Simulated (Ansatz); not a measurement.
A geometry of Ni away from equilibrium: the start of the relaxation of a relaxed Ni cell, doubled along one cell vector, shaken by Gaussian noise of σ = 0.08 Å a coordinate. The numbers are results of r2SCAN (plane waves to 500 eV, PAW, scalar-relativistic; Ansatz, an electronic-structure program), not measurements. Γ-centred k-mesh 15×15×4 on the run's cell (coarser than for final values), Fermi–Dirac smearing 0.05 eV.

```xyz
4
Lattice="2.4468 0.0000 0.0000 -1.2234 2.1190 0.0000 0.0000 0.0000 8.1460" Properties=species:S:1:pos:R:3:forces:R:3 pbc="T T T" free_energy=-23380.847 pressure_GPa=1.6
Ni    -0.0523     1.4734     0.8771    0.0388   -0.4270    0.6798
Ni     0.1113     1.5517     5.0083    0.0103   -0.6397    0.1681
Ni     1.1907     0.5175     2.9969   -0.0203    0.5561   -0.6219
Ni     1.2333     0.5748     7.0446   -0.0288    0.5106   -0.2260
```

Positions in Å, forces in eV/Å, free energy of the cell in eV (comparable only within this code, potentials and settings). Largest force: 0.83 eV/Å, on Ni3 (atoms numbered as listed); the geometry lies 0.04 eV/atom above the end of its relaxation.

Spin-polarised start, with parallel moments on Ni.

Spin state reached: ferromagnetic (net 0.71 μB/atom), from parallel starting moments; other spin orders were not run from this start. r2SCAN tends to overstate moments in metals.

The end of the path is a generated cell of Ni: the first start was made by placing the elements on the sites of a structure type, and the end was not matched to a known phase here, so it may be hypothetical. Known forms of Ni include space group No. 225.
